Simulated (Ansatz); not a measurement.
# Piezoelectric tensor of Zn$_{3}$CdTe$_{4}$

Theory: Ansatz, DFT PBE, scalar-relativistic, plane waves, PAW. Settings: 420 eV plane-wave cutoff, Γ-centred 6×6×2 mesh, fixed occupations. No spin polarisation.

The cell, relaxed at this level:
```yaml
crystal:
  lattice:
    - [4.43183, 0.00000, 0.00000]
    - [-2.21591, 3.83808, 0.00000]
    - [0.00000, 0.00000, 14.64784]
  atoms:
    - { symbol: Zn, position: [0.33333, 0.66667, 0.50015] }
    - { symbol: Zn, position: [0.66667, 0.33333, 0.25722] }
    - { symbol: Zn, position: [0.66667, 0.33333, 0.74244] }
    - { symbol: Cd, position: [0.33333, 0.66667, 0.00346] }
    - { symbol: Te, position: [0.33333, 0.66667, 0.19784] }
    - { symbol: Te, position: [0.33333, 0.66667, 0.68335] }
    - { symbol: Te, position: [0.66667, 0.33333, 0.44048] }
    - { symbol: Te, position: [0.66667, 0.33333, 0.92505] }
```

It was reached by relaxing an invented guess, and it needn't be the stable form of this composition. Spin–orbit coupling is left out, which matters for heavy elements.

**Question.** Give the relaxed-ion proper piezoelectric stress tensor e_iJ (C/m², Voigt columns xx yy zz yz xz xy).

**Answer.**
```
x    0.000  0.000  0.000  0.000  0.045 -0.071
y   -0.071  0.071  0.000  0.045  0.000  0.000
z    0.030  0.030 -0.170  0.000  0.000  0.000
```
Signs follow the orientation of the cell as given.

**Question.** With the elastic constants (GPa, Voigt order)
C11 = 65.9, C12 = 29.2, C13 = 22.5, C14 = 0.1, C22 = 65.9, C23 = 22.5, C24 = -0.1, C33 = 82.0, C44 = 15.7, C55 = 15.7, C56 = 0.1, C66 = 18.3 GPa; the others vanish.
find the strain coefficients d = e·C⁻¹ (pC/N).

**Answer.**
```
x    0.00  0.00  0.00  0.00  2.88 -3.90
y   -1.95  1.95  0.00  2.88  0.00  0.00
z    0.92  0.92 -2.58  0.00  0.00  0.00
```
